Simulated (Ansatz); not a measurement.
Ansatz (a program for electronic structure) input:

Ansatz 0.2 input:
```yaml
crystal:
  lattice:
    - [3.8870612187, 0.0, 0.0]
    - [0.0, 3.8870612187, 0.0]
    - [0.0, 0.0, 3.8870612187]
  atoms:
    - { symbol: Rb, position: [0.0, 0.0, 0.0] }
    - { symbol: Cl, position: [0.5, 0.5, 0.5] }
kpoints:
  mp_grid: { grid: [6, 6, 6] }
  band_path:
    path:
      - [[0.0, 0.0, 0.0], [0.0, 0.5, 0.0], [0.5, 0.5, 0.0], [0.0, 0.0, 0.0], [0.5, 0.5, 0.5], [0.0, 0.5, 0.0]]  # Γ-X-M-Γ-R-X
      - [[0.5, 0.5, 0.5], [0.5, 0.5, 0.0]]  # R-M
      - [VBM, CBM]
    npoints: 12
basis: { xc_grid: 2 }
hamiltonian:
  xc: pbesol
  pseudopotentials: { kind: paw }
magnetization: { noncollinear: true, spin_orbit: true }
scf:
  n_extra_bands: 12
  convergence: { dr2_threshold: 0.0000000001 }
  occupations: { method: gaussian, width: 0.01 }
checkpoint: { write: soc.run }
output: { eigenvalues: true }
```

Output (shortened):

```
Pseudopotentials: kind: paw_fr
Pseudopotential: Rb, paw_fr, valence charge 9
Pseudopotential: Cl, paw_fr, valence charge 7
Functional definition: PBEsol
non-collinear run that drives no moment, with spin-orbit …
Crystal: 2 atoms, lattice volume = 58.731 Å³
Basis set: ecut = 420 eV, 1189 PW (Γ), exchange–correlation on 54×54×54 points (8 copies of the dense FFT grid, shifted against one another)
Bands: 28, of which v1, the nominal top of the filled ones, is band 16 counted from 1 (15 counted from 0)
Symmetry: 48 space group operations + 48 with time reversal
k-points: 20 of 216
Projection manifold: j_resolved (fully-relativistic pseudo-atomic orbitals)
PAW frozen core: Rb, regenerated for the run's functional, and the local potential with it
PAW frozen core: Cl, regenerated for the run's functional, and the local potential with it
Initial density: superposition of atomic densities (chi_scale 0.1, normalization cell, long waves kept (reshape's long-wave potential 0.00 eV rms))
Initial wavefunctions: pseudopotential atomic-orbital guess
Eigensolver: davidson
Functional: x = pbesol(κ = 0.804, μ = 0.12345679012345678), c = pbesol(β = 0.046)
SCF iter   1: F=—  HF=-4282.901917 eV  |F-HF|=—  |Δ(HF+E_count)|=         —  Δρ=4.46e-2  dr2=2.09e0  dr2_m=0.00e0 (ungated)  ethr=3.10e-3  |M|=0.00e0 ∫|m|=0.00e0 μB  |m|>n=0.0e0 m-floor=0.0e0 τ_xc=0.0e0  β_m=0.30  ⟨swp⟩=9.6  Hψ=1648  notcnv=0  defer=2
all-band conjugate gradients solve this SCF's bands
preconditioner: auto → none
SCF iter   2: F=—  HF=-4282.199276 eV  |F-HF|=—  |Δ(HF+E_count)|=   7.03e-1  Δρ=1.41e-2  dr2=2.16e-1  dr2_m=0.00e0 (ungated)  ethr=3.10e-3  |M|=0.00e0 ∫|m|=0.00e0 μB  |m|>n=0.0e0 m-floor=0.0e0 τ_xc=0.0e0  β_m=0.36  ⟨swp⟩=3.3  Hψ=621  notcnv=0  defer=116
SCF iter   3: F=—  HF=-4282.122231 eV  |F-HF|=—  |Δ(HF+E_count)|=   7.70e-2  Δρ=4.67e-3  dr2=1.56e-2  dr2_m=0.00e0 (ungated)  ethr=1.35e-3  |M|=0.00e0 ∫|m|=0.00e0 μB  |m|>n=0.0e0 m-floor=0.0e0 τ_xc=0.0e0  β_m=0.51  ⟨swp⟩=2.9  Hψ=440  notcnv=0  defer=116
SCF iter   4: F=—  HF=-4282.124972 eV  |F-HF|=—  |Δ(HF+E_count)|=   2.74e-3  Δρ=1.66e-3  dr2=1.21e-3  dr2_m=0.00e0 (ungated)  ethr=9.76e-5  |M|=0.00e0 ∫|m|=0.00e0 μB  |m|>n=0.0e0 m-floor=0.0e0 τ_xc=0.0e0  β_m=0.66  ⟨swp⟩=2.8  Hψ=440  notcnv=0  defer=116
SCF iter   5: F=—  HF=-4282.125901 eV  |F-HF|=—  |Δ(HF+E_count)|=   9.29e-4  Δρ=1.64e-4  dr2=1.00e-5  dr2_m=0.00e0 (ungated)  ethr=7.55e-6  |M|=0.00e0 ∫|m|=0.00e0 μB  |m|>n=0.0e0 m-floor=0.0e0 τ_xc=0.0e0  β_m=0.75  ⟨swp⟩=3.0  Hψ=528  notcnv=0  defer=116
SCF iter   6: F=—  HF=-4282.125917 eV  |F-HF|=—  |Δ(HF+E_count)|=   1.59e-5  Δρ=2.08e-5  dr2=2.04e-7  dr2_m=0.00e0 (ungated)  ethr=6.26e-8  |M|=0.00e0 ∫|m|=0.00e0 μB  |m|>n=0.0e0 m-floor=0.0e0 τ_xc=0.0e0  β_m=0.88  ⟨swp⟩=2.0  Hψ=381  notcnv=0  defer=116
SCF iter   7: F=—  HF=-4282.125919 eV  |F-HF|=—  |Δ(HF+E_count)|=   1.62e-6  Δρ=2.44e-6  dr2=6.41e-9  dr2_m=0.00e0 (ungated)  ethr=1.28e-9  |M|=0.00e0 ∫|m|=0.00e0 μB  |m|>n=0.0e0 m-floor=0.0e0 τ_xc=0.0e0  β_m=0.84  ⟨swp⟩=2.5  Hψ=380  notcnv=0  defer=116
SCF iter   8: F=—  HF=-4282.125919 eV  |F-HF|=—  |Δ(HF+E_count)|=   1.16e-9  Δρ=5.73e-7  dr2=2.59e-10  dr2_m=0.00e0 (ungated)  ethr=4.01e-11  |M|=0.00e0 ∫|m|=0.00e0 μB  |m|>n=0.0e0 m-floor=0.0e0 τ_xc=0.0e0  β_m=0.92  ⟨swp⟩=2.0  Hψ=282  notcnv=0  defer=116
SCF iter   9: F=-4282.125919 eV  HF=-4282.125919 eV  |F-HF|=9.09e-13  |Δ(HF+E_count)|=  4.00e-11  Δρ=2.29e-8  dr2=6.22e-13  dr2_m=0.00e0 (ungated)  ethr=1.00e-12  |M|=0.00e0 ∫|m|=0.00e0 μB  |m|>n=0.0e0 m-floor=0.0e0 τ_xc=0.0e0  ⟨swp⟩=11.1  Hψ=1301  notcnv=0
SCF 1 converged in 9 iterations: F = -4282.125919 eV  dr2 = 6.22e-13
NSCF: frozen V_eff on 20 k-points
NSCF: frozen V_eff on 20 k-points
NSCF: frozen V_eff on 20 k-points
NSCF: frozen V_eff on 18 k-points
NSCF: frozen V_eff on 8 k-points
NSCF: frozen V_eff on 8 k-points
NSCF: frozen V_eff on 8 k-points
NSCF: frozen V_eff on 8 k-points
NSCF: frozen V_eff on 3 k-points
NSCF: frozen V_eff on 87 k-points
SCF converged after 9 iterations
Magnetization: |M| = 0.0000 μB,  M = (+0.0000, +0.0000, +0.0000) μB
Absolute magnetization: 0.0000 μB (∫|m|)
  site 0: m = (+0.0000, +0.0000, +0.0000) μB, |m| = 0.0000 μB  (R = 1.39 Å)
  site 1: m = (+0.0000, +0.0000, +0.0000) μB, |m| = 0.0000 μB  (R = 1.39 Å)
Free energy (F): -4282.125919 eV
Harris-Foulkes:  -4282.125919 eV  (|F-HF|=9.09e-13)
Internal energy: -4282.125919 eV  (E = F + TS)
E sigma→0 (E₀):  -4282.125919 eV
Fermi energy:    5.313027 eV
--- Per-component energies (eV) ---
  E_band       = -83.052297
  E_kinetic    = 354.501249
  E_local      = -697.918390  (includes V_loc(G=0)·N_el)
  E_nonlocal   = 203.587112
  E_hartree    = 175.550827
  E_xc         = -236.106511
  E_vxc        = -258.822539  (∫ρ·V_xc dr)
  E_paw        = -3211.582727  (= ΣΔE_a)
  E_vpaw       = -35.501478  (= ΣTr[D̂ρ^β])
  E_aug_tail   = 0.000091  (compensation charges beyond the density's cutoff)
  E_ewald      = -870.360220
  E_core_change = 0.202650  (= ΣΔE_core)
  E_smearing   =  0.000000  (= −TS)
  E_closure    =  0.000000  (closes the sum)
  Σ components = -4282.125919   (vs F -4282.125919, Δ=0.00e0)
  [band-id]    e_kinetic+e_local+e_nonlocal+2·e_hartree+e_vxc+e_vpaw+e_augmentation_tail = -83.052300   (vs E_band -83.052297, Δ=-3.77e-6)
--- Band table (eV; the first three rows and the last of 20) ---
  k-point 0: bands = ["-21.5744", "-21.5744", "-9.5850", "-9.5850", "-6.0953", "-6.0953", "-5.2027", "-5.2027", "-5.2027", "-5.2027", "2.6525", "2.6525", "2.8025", "2.8025", "2.8025", "2.8025", "7.7815", "7.7815", "8.9095", "8.9095", "8.9095", "8.9095", "13.8680", "13.8680", "13.8680", "13.8680", "13.8990", "13.8990"]
  k-point 1: bands = ["-21.5637", "-21.5637", "-9.5927", "-9.5927", "-6.1025", "-6.1025", "-5.2421", "-5.2421", "-5.1808", "-5.1808", "2.2644", "2.2644", "2.6823", "2.6823", "2.7678", "2.7678", "8.4660", "8.4660", "9.1410", "9.1410", "9.5523", "9.5523", "13.6940", "13.6940", "13.7162", "13.7162", "14.0657", "14.0657"]
  k-point 2: bands = ["-21.5422", "-21.5422", "-9.6128", "-9.6128", "-6.1199", "-6.1199", "-5.2984", "-5.2984", "-5.1364", "-5.1364", "1.5127", "1.5127", "2.6127", "2.6127", "2.6954", "2.6954", "9.7811", "9.7811", "9.9156", "9.9156", "10.8601", "10.8601", "13.4632", "13.4632", "13.5480", "13.5480", "13.5778", "13.5778"]
  k-point 19: bands = ["-21.4563", "-21.4563", "-9.2375", "-9.2375", "-6.4296", "-6.4296", "-5.5814", "-5.5814", "-5.5814", "-5.5814", "1.4437", "1.4437", "1.5382", "1.5382", "1.5382", "1.5382", "12.3226", "12.3226", "12.5905", "12.5905", "12.5905", "12.5905", "12.6698", "12.6698", "12.7046", "12.7046", "12.7046", "12.7046"]
  band table: 28 of 28 bands, residual norms ≤ 1.0e-3 eV
```

Cost: roughly 28 core-seconds on shared cores.

Space group Pm-3m (CsCl type). The workflow started from a Materials Project entry (that database holds measured and hypothetical structures alike); the Crystallography Open Database files this formula in space group No. 221, but the cells were not matched. It is not the phase usual at ambient conditions (space group No. 225). Symmetry was held in the PBEsol relaxation; whether a distortion lowers the energy is not shown.

Potentials: the later of the program's two PAW sets.

Ansatz is a plane-wave DFT program.
